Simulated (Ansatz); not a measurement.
Method: DFT PBE, scalar-relativistic, plane waves, PAW (Ansatz 0.2.0). Cutoff 420 eV, Γ-centred meshes of about 0.25 Å⁻¹ or finer for metals and 0.3 Å⁻¹ for insulators (2π included), Gaussian smearing. These runs have no spin polarisation.

A search over trial structures of NiGe3O4 gave this relaxed cell.

```
Ni Ge O
1.0
     5.14249    0.00000    0.00000
     0.00000    5.14249    0.00000
     0.00000    0.00000    4.68794
Ni Ge O
1 3 4
Direct
  0.00000 0.00000 0.07292
  0.50000 0.00000 0.78836
  0.50000 0.50000 0.25095
  0.00000 0.50000 0.78836
  0.25248 0.74752 0.01485
  0.74752 0.25248 0.01485
  0.74752 0.74752 0.01485
  0.25248 0.25248 0.01485
```

Wave vectors count in units of this cell's reciprocal vectors.

Task: Does it survive phonon and random-displacement tests?

Result: No. The phonons on a 1×1×2 q mesh of the computed 8-atom cell go imaginary, to 157i cm⁻¹ at q = (0.00, 0.00, 0.00). (Phonon run: 6×6×8 k mesh, Gaussian smearing of 0.10 eV.) With atoms moved at random and symmetry off, it falls by 64 meV/atom into P1 (No. 1). Conventional cell: a = 4.840 Å, b = 5.289 Å, c = 5.315 Å, α = 93.1°, β = 94.8°, γ = 98.4°. Ni is surrounded by 4 O at 1.87–1.89 Å; around Ge on its first site lie 3 O at 1.89–1.93 Å; Ge on its second site has 2 O at 1.89–1.90 Å; O on its first site is surrounded by 1 Ni at 1.88 Å, 1 Ge at 1.89 Å and 1 Ge at 2.03 Å; 4 more sites not described.

Space group P1 (No. 1). a = 4.840 Å, b = 5.289 Å, c = 5.315 Å, α = 93.07°, β = 94.81°, γ = 98.43°
```tsv
atom	site	symmetry	x	y	z
Ni	1a	1	0.9651	0.0046	0.0281
Ge	1a	1	0.2290	0.4835	0.9717
Ge	1a	1	0.6972	0.4953	0.3571
Ge	1a	1	0.2185	0.9412	0.5654
O	1a	1	0.0247	0.7223	0.8195
O	1a	1	0.9572	0.3314	0.1876
O	1a	1	0.0505	0.1949	0.7510
O	1a	1	0.8976	0.8267	0.3196
```

No dispersion correction is applied, so the spacing and binding between layers, chains or molecules are poorly described. Spin polarisation was left out, though Ni can carry moments; a magnetic state may lie lower. No Hubbard U is applied to the 3d shell of Ni. Phonons of metals hang on the k mesh and the smearing.
